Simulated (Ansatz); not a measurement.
Mg3Ir in space group P6_3/mmc (No. 194; Mg on 4f, Mg on 2b, Ir on 2c) at seven volumes, r²SCAN (plane waves, PAW; program Ansatz), shape and atoms relaxed at each. One row is withheld.

```
V (Å³/atom)  P (GPa)
-----------  -------
16.745          9.48
17.297          5.82
17.849             ?
18.401          0.00
18.953         -2.30
19.505         -4.28
20.057         -5.97
```

**Question.** Fit the shown pressures and predict the withheld one.

**Answer.** P = (3/2)B₀(x^(7/2) − x^(5/2))[1 + (3/4)(B′ − 4)(x − 1)] with x = (V₀/V)^(2/3). Least squares on the six rows gives V₀ = 18.401 Å³/atom, B₀ = 82.8 GPa, B′ = 4.12. At V = 17.849, x = 1.0205 and P = 2.69 GPa. The run itself gave 2.68 GPa.

The workflow started from an entry of the Crystallography Open Database (COD). Whether it is the stable phase at ambient conditions was not checked. The r²SCAN relaxation kept the symmetry of its start; whether a distortion lowers the energy is not shown. No spin polarisation was allowed. Spin–orbit coupling is left out wherever it is not named.

Potentials: the later of the program's two PAW sets.
